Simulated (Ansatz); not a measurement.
## CrFeTeO6: ⁵⁷Fe Mössbauer parameters

Cell: a computed structure from the Materials Project (it need not be an observed phase), taken as it stands.

```
Cr Fe Te O
1.0
     4.57635    0.00000    0.00000
     0.00000    4.57635    0.00000
     0.00000    0.00000    9.12641
Cr Fe Te O
2 2 2 12
Direct
  0.50000 0.50000 0.16548
  0.00000 0.00000 0.66548
  0.50000 0.50000 0.83365
  0.00000 0.00000 0.33365
  0.50000 0.50000 0.49990
  0.00000 0.00000 0.99990
  0.19623 0.80376 0.49781
  0.80376 0.19623 0.49781
  0.30377 0.30377 0.99781
  0.69624 0.69624 0.99781
  0.18983 0.81017 0.16648
  0.81017 0.18983 0.16648
  0.31017 0.31017 0.66648
  0.68983 0.68983 0.66648
  0.80343 0.19657 0.83619
  0.19657 0.80343 0.83619
  0.69657 0.69657 0.33619
  0.30343 0.30343 0.33619
```

Atoms are numbered from 1 in the order listed; like atoms form one site, named after its first atom.

All values are calculated (Ansatz; DFT, PBE, plane waves and PAW, scalar-relativistic, collinear spin, 420 eV cutoff, Γ-centred 5×5×3 k-points, Fermi–Dirac smearing 0.02 eV), not measured. Start moments as typed (μB): -3 3 -5 5 0 0 0 0 0 0 0 0 0 0 0 0 0 0 by atom. The program fits them to the shells of the files, so those used differ somewhat.

Isomer shifts (against α-Fe) follow from the electron density at the nucleus, δ = α(ρ − ρ₀), with α = -0.366 mm s⁻¹ a₀³ and ρ₀ = 14904.00 a₀⁻³ from a line fitted to 10 measured compounds at this level of theory (rms miss 0.11 mm/s). ΔE_Q = ½eQV_zz(1 + η²/3)^½ with Q = 0.160 b for the 14.4 keV state. B_c is the Fermi-contact field along the atom's own moment; orbital and dipolar fields are not included.

Task: Give the isomer shift and quadrupole splitting and contact field of each Fe site.

Result: 

```csv
site,atoms,first shell,ρ − ρ₀ (a₀⁻³),δ (mm/s),ΔE_Q (mm/s),η,|m| (μB),B_c (T)
Fe,"3, 4",6 O at 1.96 Å,-1.36,0.50,0.46,0.05,3.58,-30.1
```

The shift of Fe is typical of high-spin Fe(III).

At this cell the PBE pressure is 6 GPa, so with PBE the cell would grow if it were relaxed. The entry's cell may itself be off. The largest force is 1.3 eV/Å, so the atoms aren't at the calculated equilibrium and relaxing them would move these values. With these PAW files V_zz is typically within 2 to 3 % of all-electron values, but misses above 10 % occur on Fe. With a gap of 0.2 eV on this mesh, the gradients can still move by some per cent as the k-mesh gets denser. The magnetic order is the one that the run reached from its start moments, not necessarily the measured one. Semilocal functionals underestimate the core's spin polarisation, so contact fields of ionic iron come out too small in magnitude.

The run took 4.6 min of wall time (8.6 min of CPU time) and 2.1 GiB at its peak, on 2 threads of Intel Xeon Processor @ 2.50GHz (Skylake/Cascade Lake) (x86_64; 62 cores open to the job, memory cap 5.0 GiB, no GPU), a shared host with a load of 0.9 a core.
